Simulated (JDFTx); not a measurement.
## Au(100) as an electrode

Au(100) slab cut from bulk Au (space group Fm-3m, indices of the conventional cell, lattice of the Materials Project entry mp-81, not re-optimised): 4 atoms in 4 planes, a 1x1 cell of 8.70 Å² (|a| = 2.950, |b| = 2.950 Å), 6.2 Å between the outermost planes, cell height 22.3 Å, 8×8×1 k mesh, Fermi smearing 0.01 Ha, no spin polarisation.

All numbers are PBE, GBRV ultrasoft potentials, plane waves to 20/100 Ha results from a modified build of JDFTx, not measurements. Outer atoms relaxed in vacuum, keeping the start's symmetry. The same nuclei were then put into each liquid, at zero charge and at set potentials or charges. The surface is an ideal bare cut with both faces alike: no reconstruction, overlayer or explicit solvent molecules. SHE scale: U = −μ/e − 4.44 V, by convention. Convergence in thickness and k mesh wasn't tested for this slab.

In vacuum the work function is 5.08 eV, which would put the uncharged electrode at 0.64 V vs SHE if the liquid did nothing. Each liquid moves the Fermi level of the neutral slab, now counted from the bulk liquid: CANDLE, water, 1 M NaF by 0.27 eV, to a potential of zero charge of 0.37 V; CANDLE, acetonitrile, 1 M KCl by 0.17 eV, to a potential of zero charge of 0.47 V; nonlinear PCM (GLSSA13), water, 1 M NaF by 0.28 eV, to a potential of zero charge of 0.35 V. The models of water differ by 0.01 V among themselves. Outside water the SHE scale is nominal.

Charging:

| liquid | U − U_pzc (V) | σ (μC/cm²) | σ/(U − U_pzc) (μF/cm²) | Δγ (mJ/m²) |
|---|---|---|---|---|
| CANDLE, water | 0.13 | 1.5 | 11 | -1 |
| CANDLE, water | 0.34 | 4.0 | 12 | -7 |
| CANDLE, acetonitrile | 0.28 | 2.5 | 9 | -4 |
| CANDLE, acetonitrile | 0.58 | 5.2 | 9 | -15 |
| nonlinear PCM (GLSSA13), water | -0.30 | -5.0 | 16 | -8 |
| nonlinear PCM (GLSSA13), water | 0.15 | 2.4 | 16 | -2 |
| nonlinear PCM (GLSSA13), water | 0.30 | 4.8 | 16 | -7 |

The mean capacitance runs from 9 to 16 μF/cm². Δγ, the grand free energy per area against the neutral surface, is negative throughout, since charging at a held potential lowers it. The cavity function reaches one half at 3.1 Å (CANDLE, water), 3.9 Å (CANDLE, acetonitrile), 2.1 Å (nonlinear PCM (GLSSA13), water) above the top atoms; the models define their cavities differently. CANDLE's negatively charged runs are left out, as they depend on the cell height. No specific adsorption of ions or solvent is in these numbers.
